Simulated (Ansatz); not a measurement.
Input, command and steps of an Ansatz relaxation.

```yaml
crystal:
  lattice:
    - [3.92457919, 0.0, 0.0]
    - [-1.962289595, 3.3987852777, 0.0]
    - [0.0, 0.0, 4.8876174284]
  atoms:
    - { symbol: Na, position: [0.0, 0.0, 0.5] }
    - { symbol: Ru, position: [0.5, 0.0, 0.5] }
    - { symbol: Ru, position: [0.0, 0.5, 0.5] }
    - { symbol: Ru, position: [0.5, 0.5, 0.5] }
basis:
  ecutwfc: 420
kpoints:
  mp_grid: { grid: [6, 6, 4] }
hamiltonian:
  xc: pbe
scf:
  occupations: { method: gaussian, width: 0.1 }
  lower_state_search: "off"
output:
  forces: true
  stress: true
  eigenvalues: true
relax:
  adjacent_minimum: "off"
  f_tol: 0.04
  max_steps: 70
  cell: { stress_tol: 0.4 }
```

```bash
ansatz run input.yaml --threads 1 --pin off --max-ram 2560MiB --backend cpu --events-out ev --progress --plain --runs-dir out
```

All numbers below come from DFT PBE, scalar-relativistic, plane waves, PAW in Ansatz 0.2.0.

Of 28 frames 10 are shown, positions in Å and forces in eV/Å; the SCF threshold varies from step to step. Steps run on the plane waves of an earlier cell, with a Pulay correction in the pressure. The basis is chosen afresh for the last frame, the zero of the energies, and at times for earlier ones too; energy and pressure step there, also at an unchanged geometry. Here that happened at steps 19 (-279 meV/atom, 21.7 GPa), 26 (-3 meV/atom, 0.6 GPa); the frames before carry an error of that size.

```xyz
4
Lattice="3.9246 0.0000 0.0000 -1.9623 3.3988 0.0000 0.0000 0.0000 4.8876" Properties=species:S:1:pos:R:3:forces:R:3 pbc="T T T" step=1 free_energy_over_end_meV_per_atom=8271.77 pressure_GPa=224.80
Na    0.0000    0.0000    2.4438    0.0000    0.0000    0.0000
Ru    1.9623    0.0000    2.4438    0.0000    0.0000    0.0000
Ru   -0.9811    1.6994    2.4438    0.0000    0.0000    0.0000
Ru    0.9811    1.6994    2.4438    0.0000    0.0000    0.0000
4
Lattice="4.4986 0.0000 0.0000 -2.2493 3.8959 0.0000 0.0000 0.0000 4.8741" Properties=species:S:1:pos:R:3:forces:R:3 pbc="T T T" step=4 free_energy_over_end_meV_per_atom=2517.10 pressure_GPa=51.34
Na    0.0000    0.0000    2.4371    0.0000    0.0000    0.0000
Ru    2.2493    0.0000    2.4371    0.0000    0.0000    0.0000
Ru   -1.1246    1.9479    2.4371    0.0000    0.0000    0.0000
Ru    1.1246    1.9479    2.4371    0.0000    0.0000    0.0000
4
Lattice="4.9234 0.0000 0.0000 -2.4617 4.2638 0.0000 0.0000 0.0000 4.3766" Properties=species:S:1:pos:R:3:forces:R:3 pbc="T T T" step=7 free_energy_over_end_meV_per_atom=1525.88 pressure_GPa=-0.76
Na    0.0000    0.0000    2.1883    0.0000    0.0000    0.0000
Ru    2.4617    0.0000    2.1883    0.0000    0.0000    0.0000
Ru   -1.2309    2.1319    2.1883    0.0000    0.0000    0.0000
Ru    1.2309    2.1319    2.1883    0.0000    0.0000    0.0000
4
Lattice="4.9671 0.0000 0.0000 -2.4836 4.3016 0.0000 0.0000 0.0000 3.6611" Properties=species:S:1:pos:R:3:forces:R:3 pbc="T T T" step=10 free_energy_over_end_meV_per_atom=1241.44 pressure_GPa=-5.90
Na    0.0000    0.0000    1.8305    0.0000    0.0000    0.0000
Ru    2.4836    0.0000    1.8305    0.0000    0.0000    0.0000
Ru   -1.2418    2.1508    1.8305    0.0000    0.0000    0.0000
Ru    1.2418    2.1508    1.8305    0.0000    0.0000    0.0000
4
Lattice="4.9931 0.0000 0.0000 -2.4965 4.3241 0.0000 0.0000 0.0000 2.9455" Properties=species:S:1:pos:R:3:forces:R:3 pbc="T T T" step=13 free_energy_over_end_meV_per_atom=718.88 pressure_GPa=-5.04
Na    0.0000    0.0000    1.4727    0.0000    0.0000    0.0000
Ru    2.4965    0.0000    1.4727    0.0000    0.0000    0.0000
Ru   -1.2483    2.1621    1.4727    0.0000    0.0000    0.0000
Ru    1.2483    2.1621    1.4727    0.0000    0.0000    0.0000
4
Lattice="5.0439 0.0000 0.0000 -2.5219 4.3681 0.0000 0.0000 0.0000 2.6252" Properties=species:S:1:pos:R:3:forces:R:3 pbc="T T T" step=16 free_energy_over_end_meV_per_atom=590.26 pressure_GPa=0.01
Na    0.0000    0.0000    1.3126    0.0000    0.0000    0.0000
Ru    2.5219    0.0000    1.3126    0.0000    0.0000    0.0000
Ru   -1.2610    2.1841    1.3126    0.0000    0.0000    0.0000
Ru    1.2610    2.1841    1.3126    0.0000    0.0000    0.0000
4
Lattice="5.0490 0.0000 0.0000 -2.5245 4.3725 0.0000 0.0000 0.0000 2.6129" Properties=species:S:1:pos:R:3:forces:R:3 pbc="T T T" step=19 free_energy_over_end_meV_per_atom=310.98 pressure_GPa=21.62
Na    0.0000    0.0000    1.3065    0.0000    0.0000    0.0000
Ru    2.5245    0.0000    1.3065    0.0000    0.0000    0.0000
Ru   -1.2622    2.1863    1.3065    0.0000    0.0000    0.0000
Ru    1.2622    2.1863    1.3065    0.0000    0.0000    0.0000
4
Lattice="5.5462 0.0000 0.0000 -2.7731 4.8031 0.0000 0.0000 0.0000 2.3231" Properties=species:S:1:pos:R:3:forces:R:3 pbc="T T T" step=22 free_energy_over_end_meV_per_atom=32.01 pressure_GPa=8.59
Na    0.0000    0.0000    1.1615    0.0000    0.0000    0.0000
Ru    2.7731    0.0000    1.1615    0.0000    0.0000    0.0000
Ru   -1.3865    2.4016    1.1615    0.0000    0.0000    0.0000
Ru    1.3865    2.4016    1.1615    0.0000    0.0000    0.0000
4
Lattice="5.5736 0.0000 0.0000 -2.7868 4.8268 0.0000 0.0000 0.0000 2.3941" Properties=species:S:1:pos:R:3:forces:R:3 pbc="T T T" step=25 free_energy_over_end_meV_per_atom=3.59 pressure_GPa=0.00
Na    0.0000    0.0000    1.1971    0.0000    0.0000    0.0000
Ru    2.7868    0.0000    1.1971    0.0000    0.0000    0.0000
Ru   -1.3934    2.4134    1.1971    0.0000    0.0000    0.0000
Ru    1.3934    2.4134    1.1971    0.0000    0.0000    0.0000
4
Lattice="5.5846 0.0000 0.0000 -2.7923 4.8364 0.0000 0.0000 0.0000 2.3937" Properties=species:S:1:pos:R:3:forces:R:3 pbc="T T T" step=28 free_energy_over_end_meV_per_atom=0.00 pressure_GPa=0.08
Na    0.0000    0.0000    1.1969    0.0000    0.0000    0.0000
Ru    2.7923    0.0000    1.1969    0.0000    0.0000    0.0000
Ru   -1.3961    2.4182    1.1969    0.0000    0.0000    0.0000
Ru    1.3961    2.4182    1.1969    0.0000    0.0000    0.0000
```

The start is a random arrangement. At the end the space group is P6/mmm (tolerance 0.05 Å).

It took 67 s on 1 thread of Arm Neoverse V2, on a shared host, peak memory 0.35 GiB.

The k mesh is coarse.